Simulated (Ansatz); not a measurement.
# Computed generalised stacking-fault energy along a line: MgO (rock salt)

MgO (rock salt) is sheared across one {100} plane: the third cell vector gains the shift, so faults repeat every 6.3 Å. The cut lies between planes 2.10 Å apart; the cell height is held.

```xyz
6
Lattice="2.9729 0.0000 0.0000 0.0000 2.9729 0.0000 1.4865 1.4865 6.3066" Properties=species:S:1:pos:R:3 pbc="T T T"
O      1.2387     1.2387     5.2555
O      1.2387     1.2387     1.0511
O      2.7252     2.7252     3.1533
Mg     2.7252     2.7252     5.2555
Mg     2.7252     2.7252     1.0511
Mg     1.2387     1.2387     3.1533
```

In-plane vectors a = (2.973, 0.000) Å, b = (0.000, 2.973) Å, area 8.84 Å². The shift is s times the vector a (length 2.973 Å), so s = 1 restores the start. The shift is rigid: no atom relaxes. γ = [E(shift) − E(0)] / area.

Level of theory: r2SCAN (plane waves to 500 eV, PAW, scalar-relativistic; Ansatz, a quantum-chemistry and plane-wave program). k mesh 10×10×10 (Γ-centred), Fermi-Dirac smearing 0.05 eV. Energies are extrapolated to zero smearing. Compression counts positive. Faults lie only 6.3 Å apart, and holding the cell height and the atoms raises γ above its relaxed value. MgO was relaxed with its symmetry unable to fall. The zero of γ is zero shift.

```
s      γ (J/m²)  σ normal to the fault (GPa)
-----  --------  ---------------------------
0.000      0.00                          0.0
0.083      0.21                          0.8
0.167      0.80                          3.0
0.250      1.65                          6.7
0.333      2.54                         10.9
0.417      3.23                         14.3
0.500      3.49                         15.6
0.583      3.23                         14.3
0.667      2.54                         10.9
0.750      1.65                          6.7
0.833      0.80                          3.0
0.917      0.21                          0.8
```

Key numbers:

The highest computed γ on the line is 3.49 J/m² and the steepest slope dγ/d(shift) before the first maximum (spline) comes out as 37 GPa. Position of the highest point: s = 0.500. Local minima between the ends: no computed point is one.

(The slope of γ gives the shear force per area between the displaced halves; near zero shift its curvature is an elastic stiffness.)
